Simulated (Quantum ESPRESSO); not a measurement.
Band energies of BaHI

```
CELL_PARAMETERS angstrom
      4.77581     0.00000     0.00000
      0.00000     4.77581     0.00000
      0.00000     0.00000     7.80023
ATOMIC_POSITIONS crystal
  H  0.50000 0.50000 0.00000
  H  0.00000 0.00000 0.00000
  I  0.00000 0.50000 0.65957
  I  0.50000 0.00000 0.34043
  Ba 0.50000 0.00000 0.82690
  Ba 0.00000 0.50000 0.17310
```

LDA (Quantum ESPRESSO, PseudoDojo norm-conserving, 74 Ry, scalar-relativistic); path ΓXMΓZRAZ,XR,MA; energies in eV from the valence-band maximum.

```
k (1/Å)  point  band 14  band 15  band 16  band 17  band 18  band 19  band 20  band 21
-------  -----  -------  -------  -------  -------  -------  -------  -------  -------
0.00         Γ    -1.54    -1.33    -1.08    -1.08    -0.99     3.01     3.34     3.73
0.22              -1.81    -1.38    -1.21    -1.13    -0.43     3.15     3.31     3.42
0.44              -1.78    -1.49    -1.47    -0.77    -0.25     3.16     3.30     3.53
0.66         X    -1.88    -1.68    -1.68    -0.44    -0.44     3.53     3.53     3.60
1.10              -1.78    -1.64    -1.64    -0.96    -0.96     3.29     3.29     5.04
1.32         M    -1.85    -1.53    -1.53    -0.98    -0.98     3.08     3.08     5.61
1.50              -1.82    -1.61    -1.50    -0.99    -0.99     3.15     3.31     5.27
1.87              -2.17    -1.29    -1.27    -1.12    -0.44     3.19     3.51     3.59
2.06              -1.71    -1.32    -1.24    -1.15    -0.53     3.23     3.27     3.42
2.25         Γ    -1.54    -1.33    -1.08    -1.08    -0.99     3.01     3.34     3.73
2.65         Z    -1.87    -1.32    -1.02    -1.02     0.00     2.60     3.57     3.81
2.81              -1.75    -1.45    -1.09    -1.03    -0.10     2.85     3.45     3.68
2.98              -1.79    -1.53    -1.28    -0.92    -0.35     3.43     3.48     3.63
3.31         R    -1.70    -1.56    -1.56    -0.74    -0.74     3.93     3.93     4.17
3.47              -1.76    -1.59    -1.59    -0.75    -0.75     3.85     3.85     4.48
3.64              -1.90    -1.60    -1.60    -0.80    -0.80     3.96     3.96     4.89
3.96         A    -2.15    -1.50    -1.50    -0.90    -0.90     4.39     4.39     5.58
4.12              -2.00    -1.56    -1.50    -0.89    -0.85     4.18     4.36     5.09
4.27              -1.84    -1.55    -1.50    -0.87    -0.72     4.01     4.31     4.70
4.58              -1.61    -1.48    -1.45    -0.87    -0.30     3.40     3.65     3.78
4.74              -1.70    -1.38    -1.22    -0.95    -0.09     2.82     3.52     3.74
4.89         Z    -1.87    -1.32    -1.02    -1.02     0.00     2.60     3.57     3.81
4.89         X    -1.88    -1.68    -1.68    -0.44    -0.44     3.53     3.53     3.60
5.10              -1.71    -1.69    -1.69    -0.60    -0.60     3.82     3.82     3.84
5.30         R    -1.70    -1.56    -1.56    -0.74    -0.74     3.93     3.93     4.17
5.30         M    -1.85    -1.53    -1.53    -0.98    -0.98     3.08     3.08     5.61
5.70         A    -2.15    -1.50    -1.50    -0.90    -0.90     4.39     4.39     5.58
```

The LDA gap is direct, 2.60 eV at Z.

Without spin-orbit coupling, band edges of such heavy elements can be off by tenths of an eV.

Geometry of the Materials Project entry, not relaxed at this level.
